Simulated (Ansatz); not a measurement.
# Structures of HgPI₃: which is lowest?

Plane-wave DFT in Ansatz with scalar-relativistic PAW potentials, cutoff 420 eV, Γ-centred meshes chosen by cell and gap, Gaussian smearing with energies taken to zero width. Every cell was relaxed (cell and atoms) in a run of its own, within the symmetry of its start. Functional: PBE.

Relaxed structures (starts from databases or built by putting these elements on another compound's sites):
A. P4mm, 5 atoms in the computed cell, a = 5.453 Å, c = 7.831 Å; sites (symmetry × multiplicity) Hg 4mm × 1, P 4mm × 1, I 2mm. × 2 + 4mm × 1; start: built
B. Pm-3m, 5 atoms in the computed cell, a = 5.587 Å; sites (symmetry × multiplicity) Hg m-3m × 1, P m-3m × 1, I 4/mm.m × 3; start: built

Problem. Rank them by energy. Could pressure change the order?

Solution.
```tsv
structure	group	E − E(lowest) (meV/atom)	V (Å³/atom)	gap on mesh (eV)
B	Pm-3m	0.0	34.88	0.00
A	P4mm	75	46.57	0.00
```

B is lowest, 75 meV/atom under A. The lowest is also the densest of these, so pressure wouldn't bring one of the others in at first order. Other structures may lie lower than all of these, and vibrations aren't counted.

Spin-orbit coupling is left out, which matters for the bands of heavy elements.